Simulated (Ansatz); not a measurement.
## ¹¹³In NMR of the central transition in InSe

Cell: an entry of the Crystallography Open Database (COD) whose atoms were relaxed with PBE, the cell held.

Space group P6_3/mmc (No. 194); a = 4.0500, c = 16.9300 Å, γ = 120.00°.

| site | Wyckoff | site symmetry | x | y | z |
| --- | --- | --- | --- | --- | --- |
| In | 4f | 3m. | 0.3333 | 0.6667 | 0.1673 |
| Se | 4f | 3m. | 0.3333 | 0.6667 | 0.5918 |

One atom of each set is listed.

All values are calculated (Ansatz; DFT, LDA, plane waves and PAW, scalar-relativistic, 420 eV cutoff, Γ-centred 13×13×3 k-points, Fermi–Dirac smearing 0.05 eV), not measured.

¹¹³In has I = 9/2 and Q = 761.0 mb (Pyykkö 2018); at 14.1 T its Larmor frequency is ν₀ = 132.0 MHz (from the bare nuclear moment; shielding lowers the observed one by a per cent or two). Only the quadrupole interaction is simulated: positions count from each site's isotropic chemical shift, and shift anisotropy, dipolar and J coupling are left out.

(1) What does the ¹¹³In spectrum (static powder) show for each site?

Answers

(1) 

| site | first shell | C_Q (MHz) | η | P_Q (MHz) | δ_QIS (ppm) | breadth (kHz) |
| --- | --- | --- | --- | --- | --- | --- |
| In | 3 Se at 2.66 Å; also 1 In at 2.80 Å | -191 | 0.00 | 191 | -2900 | 1994 |

δ_QIS = −(ν_Q²/30ν₀²)[I(I+1) − 3/4](1 + η²/3) × 10⁶ ppm with ν_Q = 3|C_Q|/[2I(2I−1)]; it falls as 1/B₀² in ppm, and the breadth as 1/B₀ in kHz.

An axis of threefold or higher order runs through In, so V_zz lies along it and η is zero.

The largest force is 0.3 eV/Å, so the atoms aren't at the calculated equilibrium and relaxing them would move these values. Without spin–orbit coupling (the program notes it for In) the gradients can shift somewhat, as the gap is small. With a gap of 0.13 eV under a smearing of 0.05 eV the band edges are partly filled, so small gradients can hang on the smearing and the k-mesh.

The run took 27 s of wall time (27 s of CPU time) and 0.83 GiB at its peak, on 1 thread of Intel Xeon 6975P-C (Granite Rapids) (x86_64; 16 cores open to the job, memory cap 3.0 GiB, no GPU), a shared host with a load of 0.4 a core.
